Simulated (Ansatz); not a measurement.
## K (P6_3/mmc), an elastic constant from a strain scan

Level of theory: DFT PBEsol, scalar-relativistic, plane waves, PAW (Ansatz 0.2.0). Settings: plane waves to 420 eV, k-mesh 12×12×6 (Γ-centred), Gaussian smearing 0.15 eV. No spin polarisation. Energies are free energies at this smearing, counted from the undisturbed cell; pressure is positive in compression.

Reference structure (as given, not relaxed at this level; it stands at -0.2 GPa; this form isn't the usual structure):

```
K
1.0
     4.76240    0.00000    0.00000
    -2.38120    4.12436    0.00000
     0.00000    0.00000    7.82997
K
2
Direct
  0.33333 0.66667 0.25000
  0.66667 0.33333 0.75000
```

The cell is strained by ε times the Voigt pattern (1, 1, 0, 0, 0, 0) (xx, yy, zz, yz, xz, xy; engineering shear) with fractional coordinates fixed. The cell holds 2 atoms in V0 = 153.79 Å³. The stress column is τ = (1/V0) dE/dε, got from the stress tensor σ (compression positive) at each point as −det(1 + εP) σ : P(1 + εP)⁻¹, with P the pattern as a tensor.

| ε | ΔE (meV/atom) | τ (GPa) |
| --- | --- | --- |
| -0.0200 | -3.025 | 0.150 |
| -0.0150 | -2.561 | 0.235 |
| -0.0100 | -1.897 | 0.317 |
| -0.0050 | -1.041 | 0.396 |
| 0.0000 | 0.000 | 0.471 |
| 0.0050 | 1.218 | 0.543 |
| 0.0100 | 2.605 | 0.612 |
| 0.0150 | 4.154 | 0.678 |
| 0.0175 | 4.987 | 0.710 |
| 0.0200 | ? | ? |

Problem. Which combination of elastic constants does this scan measure, and how large is it?

Solution. For small ε, τ = τ0 + Kε with K = pᵀCp, which for this pattern is C11 + C22 + 2 C12 in the Cartesian frame shown. The parabola through τ at ε = -0.0050, 0 and 0.0050 has slope K = 14.7 GPa at zero. The energies per cell, E = NΔE, of the same two points give K = 2[E(ε₊)/ε₊ − E(ε₋)/ε₋]/[(ε₊ − ε₋)V0] = 14.7 GPa, in agreement.

Problem. Predict the withheld row at ε = 0.0200 from the harmonic law, and compare.

Solution. ΔE = V0(τ0 ε + Kε²/2)/N = 5.937 meV/atom and τ = 0.77 GPa. The calculation gives 5.859 meV/atom and 0.74 GPa, a miss of 1.3 % of the harmonic energy, so the harmonic law still holds here.

In a metal these slopes depend on the k mesh and the smearing.